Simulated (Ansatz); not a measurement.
NbP, first-principles data

NbP:
```xyz
2
Lattice="3.1095 0.0000 0.0000 0.0000 3.1095 0.0000 0.0000 0.0000 3.1095" Properties=species:S:1:pos:R:3 pbc="T T T"
Nb     0.0000     0.0000     0.0000
P      1.5547     1.5547     1.5547
```

Space group Pm-3m (No. 221), CsCl type; conventional cell a = b = c = 3.1095 Å, α = β = γ = 90.00°.

Method: PBE (plane waves, PAW; program Ansatz). The cell and atoms are relaxed at this level. Other levels are named where they apply.

### Cell and energy

```
Quantity                                                      Result
-----------------------------------------------------  -------------
Volume per atom                                             15.03 Å³
Density                                                   6.84 g/cm³
Formation energy from the elements (no fitted shifts)  -0.68 eV/atom
```

### Electronic structure

```
Quantity                                                                     Value
------------------------------------  --------------------------------------------
Electronic character                                             metallic (no gap)
Density of states at the Fermi level  0.55 states/eV per atom (mean over ±0.08 eV)
```

### Mechanics

```
Item                                  Value
----------------------------------  -------
Bulk modulus (Birch–Murnaghan fit)  191 GPa
Pressure derivative B′                  4.3
```

A made-up cell: these elements were put on the sites of a structure type; neither database checked (COD, Materials Project) lists it. COD files the formula under space group No. 141, so this cell is another polymorph or a model. Its standing as an ambient phase is unchecked. The cell was relaxed with PBE under the symmetry of its start; its stability against distortions is not shown here. No spin polarisation was allowed. The references are the lowest solids computed at this level, not always the standard phases. Spin–orbit coupling is left out wherever it is not named.

Potentials: the later of the program's two PAW sets.
